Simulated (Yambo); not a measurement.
BSE-type run in Yambo on AlP (zinc blende, space group F-43m, No. 216), at zero momentum.

Quantum ESPRESSO step (PBEsol, PseudoDojo standard norm-conserving files, scalar-relativistic):
```
&CONTROL
  calculation = 'nscf'
  pseudo_dir = './pseudo'
  outdir = './out'
/
&SYSTEM
  ibrav = 0
  nat = 2
  ntyp = 2
  ecutwfc = 44.0
  ecutrho = 176.0
  occupations = 'fixed'
  force_symmorphic = .true.
  nbnd = 23
/
&ELECTRONS
  conv_thr = 2e-09
  diago_full_acc = .true.
  diago_thr_init = 1e-08
/
ATOMIC_SPECIES
Al 26.9815 Al.upf
P 30.9738 P.upf
CELL_PARAMETERS angstrom
  0.000000000000   2.734886897000   2.734886897000
  2.734886897000   0.000000000000   2.734886897000
  2.734886897000   2.734886897000   0.000000000000
ATOMIC_POSITIONS crystal
Al   0.000000000000   0.000000000000   0.000000000000
P   0.250000000000   0.250000000000   0.250000000000
K_POINTS automatic
10 10 10 0 0 0
```

Yambo input:
```
rim_cut
optics
bse
bss
dipoles
RandQpts= 1000000
RandGvec= 1 Ry
FFTGvecs= 40 Ry
BSKmod= "HARTREE"
BSEmod= "resonant"
BSSmod= "hs"
BSENGexx= 15 Ry
% KfnQP_E
 1.004 | 1.0 | 1.0 |
%
% BSEQptR
 1 | 1 |
%
% BSEBands
 2 | 8 |
%
% BEnRange
 0.0 | 9.6 | eV
%
% BDmRange
 0.15 | 0.15 | eV
%
BEnSteps= 192
% BLongDir
 1.0 | 0.0 | 0.0 |
%
BSHayTrs= -0.02
BSSNEig= 24
WRbsWF
```

From the report:

The dimension is k points × valence × conduction bands = 1000 × 3 × 4 = 12000.
```
  [SLEPC] Approach                          : Krylov-Schur
  [SLEPC] Number of requested eigenvalues   :  24
  [SLEPC] Number of eigenvalues        [NEV]:  24
   [K] Dimension                                    :  12000
   [K] Bands                                        :   2   8
   [K] Exchange res                                 : yes
   [K] Correlation res                              : no
   [K] W interaction is bare                        : no
   [K] RL vectors exchange                          :  307
```

Geometry relaxed with PBEsol.
